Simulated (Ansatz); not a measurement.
Task: Write an Ansatz input for a single-point calculation of FeF3 with PBEsol (scalar-relativistic), a cutoff of 420 eV (density cutoff 4 times that), a Γ-centred 8×8×8 mesh and Gaussian smearing of 0.05 eV, with collinear spin, starting moments 5.00, 0.00, 0.00, 0.00 μB on the atoms in order. Forces, stress and eigenvalues are wanted, and also Löwdin populations. The structure:
```
CELL_PARAMETERS angstrom
3.9500000000 0.0000000000 0.0000000000
0.0000000000 3.9500000000 0.0000000000
0.0000000000 0.0000000000 3.9500000000
ATOMIC_POSITIONS crystal
Fe 0.0000000000 0.0000000000 0.0000000000
F 0.5000000000 0.0000000000 0.0000000000
F 0.0000000000 0.0000000000 0.5000000000
F 0.0000000000 0.5000000000 0.0000000000
```

Result: 
```yaml
crystal:
  lattice:
    - [3.95, 0.0, 0.0]
    - [0.0, 3.95, 0.0]
    - [0.0, 0.0, 3.95]
  atoms:
    - { symbol: Fe, position: [0.0, 0.0, 0.0], spin: 5.0 }
    - { symbol: F, position: [0.5, 0.0, 0.0] }
    - { symbol: F, position: [0.0, 0.0, 0.5] }
    - { symbol: F, position: [0.0, 0.5, 0.0] }
basis:
  ecutwfc: 420
  ecutrho_ratio: 4
kpoints:
  mp_grid: { grid: [8, 8, 8] }
hamiltonian:
  xc: pbesol
scf:
  occupations: { method: gaussian, width: 0.05 }
output:
  forces: true
  stress: true
  eigenvalues: true
  populations: true
magnetization:
  spin_polarized: true
```

Run as written, it has 37 valence electrons, 1213 plane waves at Γ, 48 symmetry operations and 35 irreducible k-points; it took 13 SCF iterations in all. It took roughly 21 core-seconds on a shared host.

This is a trial structure; measured cells of the compound in the Crystallography Open Database are in space groups R-3c, Fd-3m. The ideal cubic cell shuts out tilts of the octahedra, which such structures often take.
